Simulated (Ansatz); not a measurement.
Here is the system:

NaH:
Space group Fm-3m (No. 225); a = 4.8038 Å, b = 4.8038 Å, c = 4.8038 Å, α = 90.00°, β = 90.00°, γ = 90.00°

```json
[
 {"atom": "Na", "site": "4a", "symmetry": "m-3m", "x": "0.0000", "y": "0.0000", "z": "0.0000"},
 {"atom": "H", "site": "4b", "symmetry": "m-3m", "x": "0.5000", "y": "0.5000", "z": "0.5000"}
]
```
(The calculation used a cell of 2 atoms; values per cell refer to that cell.)

This is the HSE06-relaxed structure.

All from DFT-HSE06 in the program Ansatz with PAW potentials, unless another level is named. Estimate the band gap.

4.84 eV (indirect).

Give the smallest direct gap on the standard path.

5.80 eV.

And the conduction-band minimum?

at L (4 equivalent valleys).

Next, the valence-band maximum?

at W.

The cell was relaxed with HSE06 under the symmetry of its start. The hybrid was solved on a coarse mesh, the path and, where they were found, the r²SCAN edge points; its band edges are the extreme levels among these.

Potentials: the later of the program's two PAW sets.
